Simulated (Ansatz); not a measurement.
MoP in space group P-6m2 (No. 187; Mo on 1a, P on 1d) at seven volumes, plane-wave PAW PBE (Ansatz code), shape and atoms relaxed at each. One row is withheld.

```tsv
V (Å³/atom)	P (GPa)
13.223	24.92
13.659	15.24
14.095	7.01
14.531	0.00
14.967	-5.96
15.403	?
15.839	-15.33
```

**Question.** Fit the shown pressures and predict the withheld one.

**Answer.** P = (3/2)B₀(x^(7/2) − x^(5/2))[1 + (3/4)(B′ − 4)(x − 1)] with x = (V₀/V)^(2/3). Least squares on the six rows gives V₀ = 14.531 Å³/atom, B₀ = 215 GPa, B′ = 4.37. At V = 15.403, x = 0.9619 and P = -11.03 GPa. The run itself gave -11.03 GPa.

The PBE relaxation kept the symmetry of its start; of distortions, only those at the zone centre were tested. The run is not spin-polarised.

Potentials: the later of the program's two PAW sets.
